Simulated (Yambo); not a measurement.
Quantum ESPRESSO input (PBEsol, PseudoDojo standard norm-conserving files, scalar-relativistic) whose wavefunctions are converted with p2y:

```
&CONTROL
  calculation = 'nscf'
  pseudo_dir = './pseudo'
  outdir = './out'
/
&SYSTEM
  ibrav = 0
  nat = 2
  ntyp = 2
  ecutwfc = 62.5
  ecutrho = 250.0
  occupations = 'fixed'
  force_symmorphic = .true.
  nbnd = 122
/
&ELECTRONS
  conv_thr = 2e-09
  diago_full_acc = .true.
  diago_thr_init = 1e-08
/
ATOMIC_SPECIES
S 32.0600 S.upf
Pb 207.2000 Pb.upf
CELL_PARAMETERS angstrom
  2.112660117000   1.219744887000   3.451917000000
 -2.112660117000   1.219744887000   3.451917000000
  0.000000000000  -2.439489775000   3.451917000000
ATOMIC_POSITIONS crystal
S   0.524963000000   0.524963000000   0.524963000000
Pb   0.019430000000   0.019430000000   0.019430000000
K_POINTS automatic
2 2 2 0 0 0
```

Yambo's initialisation report on symmetry, reciprocal space, the k grid and the gaps on this mesh:

```
  [02.02] Symmetries
  ==================

  Inversion symmetry    : yes
  Spatial inversion     : no
  Inversion index       :   7
  K-space Time-reversal : yes
  Magnetic symmetries   : no
  Time-reversal derived K-space symmetries:   7  12
  Group table correct   : yes
  Symmetries units      :  [cc]

  [02.03] Reciprocal space
  ========================

  nG shells         :  1757
  nG charge         :  23997
  nG WFs            :   3689
  nC WFs            :  3010
  G-vecs. in first 80 shells:  [ Number ]
     1    3    9   15   21   27   33   45   51
    53   59   65   71   77   89  101  113  119
   131  137  139  145  157  169  175  181  193
   205  217  229  235  247  259  271  283  289
    301   307   313   325   331   333   339   345   357
    369   375   387   399   411   423   435   447   459
    465   477   489   495   507   531   537   543   555
    561   567   579   603   609   621   633   639   645
    647   659   671   677   689   701   707   713
  ...
  Shell energy in first 80 shells:  [ mHa ]
    0.00000      463.886      464.354      618.983      1237.50      1238.43      1701.38      1702.32      1702.79
    1855.54      1857.42      2475.93      2938.41      2939.82      2941.22      3093.98      3095.85      3711.56
    3714.36      3715.30      4174.97      4176.85      4178.25      4179.19      4949.99      4953.73      5413.41
    5415.28      5417.62      5418.09      5567.10      5570.85      5572.72      6188.42      6191.23      6649.50
    6655.12      6656.52      6805.53      6809.28      6811.15      7422.18      7429.67      7887.94      7890.28
    7892.15      7893.55      7894.96      8043.97      8049.58      8660.61      8665.29      8668.10      8669.04
    9123.56      9126.37      9128.71      9130.58      9131.99      9132.92      9903.72      10362.0      10369.0
    10371.8      10515.2      10520.8      10524.6      10526.5      11137.5      11142.2      11145.0      11145.9
    11597.2      11600.4      11603.2      11608.9      11609.8      11610.3      11753.7      11759.3
  ...

  [02.04] K-grid lattice
  ======================

  Compatible Grid is   : 3D
  Base K vectors       :  K_min[ 1 ]  K_min[ 2 ]  K_min[ 3 ]
  K_min[ 1 ] : -0.500000 -0.500000 -0.500000 [rlu]
  K_min[ 2 ] : -0.50000      0.36675E-10  0.51260E-10 [rlu]
  K_min[ 3 ] :  0.36675E-10 -0.50000      0.51260E-10 [rlu]
  Grid dimensions      :  2  2  2
  K lattice UC volume  :  0.086088 [a.u.]

  IBZ K-points                                      :   4
  BZ  K-points                                      :   8

  K/Q-points units:
  rlu = crystal or reduced units; cc = cartesian coordinates; iku = interal k-units

  K [1]          [rlu]:  0.000000  0.000000  0.000000
         WF components:  2975
  K [2]          [rlu]: -0.27756E-16 -0.27756E-16 -0.50000
         WF components:  2998
  K [3]          [rlu]:  0.55511E-16 -0.50000     -0.50000
         WF components:  3010
  K [4]          [rlu]: -0.500000 -0.500000 -0.500000
         WF components:  2998

  [02.05] Energies & Occupations
  ==============================

  [X] === General ===
  [X] Electronic Temperature                        :  0.000000  0.000000 [eV K]
  [X] Bosonic    Temperature                        :  0.000000  0.000000 [eV K]
  [X] Finite Temperature mode                       : no
  [X] El. density                                   :  0.37473E+24 [cm-3]
  [X] Fermi Level                                   :  8.186085 [eV]

  [X] === Gaps and Widths ===
  [X] Conduction Band Min                           :  0.354369 [eV]
  [X] Valence Band Max                              :  0.000000 [eV]
  [X] Filled Bands                                  :  10
  [X] Empty Bands                                   :   11  122
  [X] Direct Gap                                    :  0.354369 [eV]
  [X] Direct Gap localized at k                     :  2
  [X] Indirect Gap                                  :  0.354369 [eV]
  [X] Indirect Gap between kpts                     :  2  2
  [X] Last valence band width                       :  3.277868 [eV]
  [X] 1st conduction band width                     :  4.732420 [eV]
```
The gaps are PBEsol values on this mesh alone; only operations without fractional translations are kept.

Spin-orbit coupling is not included.

Geometry of the Materials Project entry, not relaxed at this level.
